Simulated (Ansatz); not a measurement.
BN (h-BN type, space group P6_3/mmc)

```xyz
4
Lattice="2.5005 0.0000 0.0000 -1.2502 2.1655 0.0000 0.0000 0.0000 6.4112" Properties=species:S:1:pos:R:3 pbc="T T T"
B      0.0000     1.4436     1.6028
B      1.2502     0.7218     4.8084
N      0.0000     1.4436     4.8084
N      1.2502     0.7218     1.6028
```

Two coordinates are scanned: the volume, and the ratio of the stretch along z (the conventional c axis) to the stretch across it. Atoms keep their fractional coordinates.

Level of theory: PBEsol-D3(BJ) (plane waves to 420 eV, PAW, scalar-relativistic; Ansatz, a program for electronic structure). k mesh 15×15×5 (Γ-centred), Fermi-Dirac smearing 0.05 eV. Energies are smeared free energies. BN was relaxed with its symmetry unable to fall. The zero of ΔE is the relaxed starting cell.

The scan covers V/V₀ from 0.920 to 1.080 in 5 points and (c/a)/(c/a)₀ from 0.880 to 1.120 in 5 points.

Task: Is the preferred c/a under compression larger or smaller than under expansion?

Result: Smaller than under expansion (fitted ratio 0.929 at V/V₀ = 0.92, 1.075 at 1.08).

Task: What modulus against c/a change at fixed volume, (3/4V)·∂²E/∂(ln c/a)² follows at V = V₀, atoms clamped?

Result: 198 GPa. Near the relaxed cell σzz − σxx = −2Cδ (compression positive), C being this modulus and δ the logarithm of the ratio.

(A scan under strain: stresses follow from slopes of the energy per volume, elastic moduli from its curvatures.)
